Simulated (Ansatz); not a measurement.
The end point of a relaxation of BN. Calculation: PBEsol (plane waves to 420 eV, PAW, scalar-relativistic; Ansatz, an electronic-structure program).

```xyz
8
Lattice="-1.2615 1.2982 8.0410 1.2615 -1.2982 8.0410 1.2615 1.2982 -8.0410" Properties=species:S:1:pos:R:3 pbc="T T T"
B      0.0000     0.0000     0.1152
B      0.0000     0.0000    12.6015
B      0.0000     0.0000     6.3872
B      1.2615     0.0000     2.3015
N      1.2615     0.0000     7.3596
N      1.2615     0.0000     3.7575
N      0.0000     1.2982     5.5386
N      0.0000     0.0000     1.5729
```

Question: Find the space group and the Wyckoff positions (tolerance 0.01 Å).

Answer: Space group Imm2 (No. 44); a = 2.523 Å, b = 2.596 Å, c = 16.082 Å, α = β = γ = 90.00°

```
atom  site  symmetry       x       y       z
----  ----  --------  ------  ------  ------
B       2a       mm2  0.0000  0.0000  0.9928
B       2a       mm2  0.0000  0.0000  0.2164
B       2a       mm2  0.0000  0.0000  0.6028
B       2b       mm2  0.0000  0.5000  0.3569
N       2b       mm2  0.0000  0.5000  0.0424
N       2b       mm2  0.0000  0.5000  0.2664
N       2b       mm2  0.5000  0.0000  0.1556
N       2a       mm2  0.0000  0.0000  0.9022
```

Question: Give the shortest distances between elements (the closest pairs, up to four, under 3.6 Å).

Answer: B–N 1.46 Å; N–N 2.52 Å; B–B 2.52 Å.

```yaml
volume_per_atom: 6.58 Å³
density: 3.13 g/cm³
band_gap: no gap (metallic)
```

No spin polarisation in the result.

It was reached from a disturbed copy of a P4₂/mmc (No. 131) cell, against which it lies -1.36 eV/atom.

The first start was generated by placing the elements on the sites of a structure type. Materials Project lists a structure of BN in the same space group, Imm2 (No. 44); the sites were not compared with it, nor with measured phases. Known forms of BN include space group No. 186, 194, 216.
